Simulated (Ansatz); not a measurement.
Energy against volume for NiSi (MnP type, space group Pnma)

NiSi (MnP type, space group Pnma)

```
CELL_PARAMETERS angstrom
      5.10456     0.00000     0.00000
      0.00000     3.36011     0.00000
      0.00000     0.00000     5.50394
ATOMIC_POSITIONS crystal
  Ni 0.50943 0.25000 0.68690
  Ni 0.00943 0.25000 0.81310
  Ni 0.49057 0.75000 0.31310
  Ni 0.99057 0.75000 0.18690
  Si 0.67875 0.25000 0.08721
  Si 0.17875 0.25000 0.41279
  Si 0.32125 0.75000 0.91279
  Si 0.82125 0.75000 0.58721
```

This relaxed cell (volume V₀) is scaled evenly in all directions, its shape held. The atoms relax within the cell's symmetry.

Computed with PBEsol (plane waves to 420 eV, PAW, scalar-relativistic; Ansatz, a quantum-chemistry and plane-wave program). k mesh 9×14×9 (Γ-centred), Fermi-Dirac smearing 0.05 eV. The energy includes the smearing's −TS. Compression counts positive. With the shape held, the modulus is that of even scaling; a crystal free to change shape is softer. NiSi is run without spin polarisation. NiSi was relaxed with its symmetry unable to fall. ΔE is measured from the relaxed starting cell.

```tsv
V/V₀	ΔE (meV/atom)	P (GPa)
0.900	83	24.9
0.920	51	18.7
0.940	28	13.2
0.960	12	8.3
0.980	3	3.9
1.000	0	0.0
1.020	3	-3.5
1.040	10	-6.6
1.060	22	-9.4
1.080	38	-11.9
1.100	57	-14.1
```

Key numbers:

```
Property                                                                       Value
---------------------------------------------------------------------  -------------
Pressure at the smallest volume                                             24.9 GPa
Energy cost of the largest compression                                   83 meV/atom
Energy cost of the largest expansion                                     57 meV/atom
Bulk modulus at fixed cell shape B₀ (third-order Birch-Murnaghan fit)        185 GPa
Pressure derivative B₀′ (fit)                                                    4.6
Equilibrium volume of the fit                                          11.80 Å³/atom
Pressure for 5 % compression (fit)                                          10.7 GPa
```

(A scan under strain: stresses follow from slopes of the energy per volume, elastic moduli from its curvatures.)
